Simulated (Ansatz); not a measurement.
Given:

TiO:
Space group P-62m (No. 189); a = 4.9559 Å, b = 4.9559 Å, c = 2.8386 Å, α = 90.00°, β = 90.00°, γ = 120.00°

| atom | site | symmetry | x | y | z |
|---|---|---|---|---|---|
| Ti | 2d | -6.. | 0.3333 | 0.6667 | 0.5000 |
| Ti | 1a | -62m | 0.0000 | 0.0000 | 0.0000 |
| O | 3f | m2m | 0.0000 | 0.3948 | 0.0000 |

This is the PBEsol-relaxed structure.

**Question.** All from DFT-PBEsol in the program Ansatz with PAW potentials, unless another level is named. Estimate the highest zone-centre frequency.

**Answer.** 589 cm⁻¹.

**Question.** Next, the bulk modulus (Birch–Murnaghan fit)?

**Answer.** 237 GPa.

The workflow started from a Materials Project entry (that database holds measured and hypothetical structures alike); the Crystallography Open Database copy checked does not list it. COD files the formula under space group No. 12, 225, so this cell is another polymorph or a model. Whether it is the stable phase at ambient conditions was not checked. The cell was relaxed with PBEsol under the symmetry of its start; of distortions, only those at the zone centre were tested. No spin polarisation was allowed. Without spin polarisation and U, an open-shell compound can come out a false metal. As this level gives no gap, phonon frequencies hold no LO–TO term and depend on the k-mesh and smearing (Fermi–Dirac, 0.1 eV here).

Potentials: the later of the program's two PAW sets.
